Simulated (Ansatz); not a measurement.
**What DFT gives for Mn$_{2}$ZnAs$_{2}$**

```
Mn As Zn
1.0
     4.25018    0.01771   -0.01104
    -2.10975    3.56453   -0.01518
    -0.01770   -0.03832    6.87579
Mn As Zn
2 2 1
Cartesian
  -0.3039 2.2659 2.6756
  2.1279 1.0602 4.2593
  0.0573 2.3367 5.4019
  2.1139 0.9902 1.5608
  0.1212 0.0403 6.8405
```

Single point in Ansatz 0.2.0 with PBEsol, with U = 7.3 eV and J = 0.88 eV on Mn d (all-electron-ortho-atomic projectors), spin-orbit coupling. Cutoff 420 eV, PAW datasets, 5×5×3 (shifted by 0.5, 0.5, 0.5 steps) k mesh, fermi-dirac filling (width 0.1 eV).

Magnetic state (reached from a saved solution, and it need not be the lowest): Mn1 along (0.00, -0.01, 1.00), Mn2 along (0.00, 0.01, -1.00).

Question: What does the stress say?

Answer: The pressure is -0.7 GPa (compression positive), so with the atoms held at these fractions the cell would first shrink; the forces are large, so a full relaxation may end otherwise. The principal stresses -3.8, -2.2, 3.7 GPa differ, so its shape would change too.

Question: Where is the largest force?

Answer: The largest is on Mn1: 1.39 eV/Å, components (1.26, 0.00, -0.58). It makes 119° with the line to a nearest neighbour, As4 at 2.50 Å.

Question: Give the spin moments.

Answer: Mn1 4.22, Mn2 4.23 μB of spin moment in small spheres round the atoms, which read low; net size 0.03 μB a cell.

Question: Metal or insulator?

Answer: It is a metal, with about 0.63 states/eV a cell as the mean within 0.25 eV of the Fermi level, mostly As p (61 %) and Zn s (13 %).

Origin: a strained cell with displaced atoms, so it need not be a known compound. Caveats: the k mesh is coarse if the cell is a metal; the SCF threshold is loose for a stress.
